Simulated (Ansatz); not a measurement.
# GeIrPt6: relaxed-ion elastic tensor

These are results of DFT PBE, scalar-relativistic, plane waves, PAW (Ansatz 0.2.0), not measurements. Plane waves to 420 eV; Γ-centred k mesh 8×8×8; Gaussian smearing of 0.10 eV. No spin polarisation.

The cell, relaxed at this level:
```
Ge Ir Pt
1.0
     0.00000    3.95556    3.95556
     3.95556    0.00000    3.95556
     3.95556    3.95556    0.00000
Ge Ir Pt
1 1 6
Direct
  0.00000 0.00000 0.00000
  0.50000 0.50000 0.50000
  0.50000 0.00000 0.00000
  0.00000 0.50000 0.00000
  0.00000 0.00000 0.50000
  0.50000 0.50000 0.00000
  0.00000 0.50000 0.50000
  0.50000 0.00000 0.50000
```

The cell was found from a proposed guess, not taken from experiment. In a metal, frequencies and elastic constants depend on the k mesh and the smearing, soft modes and shear constants most. Spin–orbit coupling is left out, which matters for heavy elements.

Question: Give the relaxed-ion elastic constants (GPa, Voigt order xx yy zz yz xz xy, on the Cartesian axes of the cell above).

Answer:
C11 = 315.0, C12 = 198.7, C13 = 198.7, C22 = 315.0, C23 = 198.7, C33 = 315.0, C44 = 85.2, C55 = 85.2, C66 = 85.2 GPa; the others vanish.

Question: Is the crystal stable against homogeneous strain?

Answer: Yes: the least eigenvalue of the tensor is 85.3 GPa.

Question: And the moduli of a polycrystal (Hill averages)?

Answer: B = 237 GPa, G = 73 GPa, E = 199 GPa, ν = 0.36.
